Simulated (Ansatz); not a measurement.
SiC2:
```cif
data_C4Si2
_chemical_formula_sum 'Si2 C4'
_space_group_name_H-M_alt 'P42/mmc'
_space_group_IT_number 131
_space_group_name_Hall '-P 4c 2'
_cell_length_a 3.16309
_cell_length_b 3.16309
_cell_length_c 6.85207
_cell_angle_alpha 90.000
_cell_angle_beta 90.000
_cell_angle_gamma 90.000
loop_
_atom_site_label
_atom_site_type_symbol
_atom_site_symmetry_multiplicity
_atom_site_Wyckoff_symbol
_atom_site_fract_x
_atom_site_fract_y
_atom_site_fract_z
_atom_site_occupancy
Si1 Si 2 e 0.00000 0.00000 0.25000 1
C1 C 4 i 0.00000 0.50000 0.09928 1
```

Relaxed at zero pressure with plane-wave PAW r²SCAN (Ansatz code).

**Question.** The volume is raised by 9 % and shape and atoms relax at that volume. What pressure results, and how do the axes share the change?

**Answer.** -12.2 GPa; a 3.6 %, b 3.6 %, c 1.5 %; the energy rises by 42 meV/atom.

**Question.** Give the new structure.

**Answer.** 
Space group P4₂/mmc (No. 131); a = 3.278 Å, b = 3.278 Å, c = 6.956 Å, α = 90.00°, β = 90.00°, γ = 90.00°

| atom | site | symmetry | x | y | z |
|---|---|---|---|---|---|
| Si | 2e | -4m2 | 0.0000 | 0.0000 | 0.2500 |
| C | 4i | 2mm. | 0.0000 | 0.5000 | 0.0986 |

The phase is kept; no other phase was compared at this pressure.

Space group P4_2/mmc. The start of the workflow was typed in or built on a structure type; neither database checked (COD, Materials Project) lists it. Its standing as an ambient phase is unchecked. Symmetry was held in the r²SCAN relaxation; its stability against distortions is not shown here. Its formation energy is positive at this level, so the cell may be metastable or incomplete.

Potentials: the later of the program's two PAW sets.
